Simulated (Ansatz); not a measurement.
Relaxed-ion elastic tensor of SiH8N2F6 in space group Fm-3m (No. 225; Si on 4a, H on 32f, N on 8c, F on 24e) in GPa (Voigt order), the program Ansatz at the r²SCAN+D4 level (PAW); density 2.23 g/cm³, 7.80 Å³ per atom.

```
44.5  22.8  22.8   0.0   0.0   0.0
22.8  44.5  22.8   0.0   0.0   0.0
22.8  22.8  44.5   0.0   0.0   0.0
 0.0   0.0   0.0  14.6   0.0   0.0
 0.0   0.0   0.0   0.0  14.6   0.0
 0.0   0.0   0.0   0.0   0.0  14.6
```

### Question
Is the crystal mechanically stable?

### Answer
Yes: the smallest eigenvalue of C is 14.6 GPa.

### Question
Work out the Voigt, Reuss and Hill averages.

### Answer
K_V = 30.0, K_R = 30.0, K_H = 30.0; G_V = 13.1, G_R = 12.8, G_H = 13.0 GPa.

### Question
Give Young's modulus, Poisson's ratio, Pugh's ratio and the universal anisotropy index.

### Answer
E = 9KG/(3K + G) = 34.0 GPa; ν = 0.31; K/G = 2.31 (ductile by the Pugh limit of 1.75); A_U = 5G_V/G_R + K_V/K_R − 6 = 0.11.

### Question
Estimate the sound speeds and the Debye temperature.

### Answer
v_l = √((K + 4G/3)/ρ) = 4610 m/s, v_t = √(G/ρ) = 2410 m/s, mean 2700 m/s; Θ = (h/k)(3n/4πV)^(1/3) v_m = 405 K.

### Question
Give the Zener ratio and Young's modulus along [100], [110] and [111].

### Answer
A = 2C44/(C11 − C12) = 1.34; 1/E = S11 − 2(S11 − S12 − S44/2)Γ with Γ = 0, 1/4, 1/3 gives 29.1, 35.1, 37.7 GPa.

The start of the workflow was typed in or built on a structure type; neither database checked (COD, Materials Project) lists it. COD files the formula under space group No. 186, so this cell is another polymorph or a model. Whether it is the stable phase at ambient conditions was not checked. Symmetry was held in the r²SCAN+D4 relaxation; its stability against distortions is not shown here. The volume moved by -22 % from the start of the relaxation.

Potentials: the later of the program's two PAW sets.
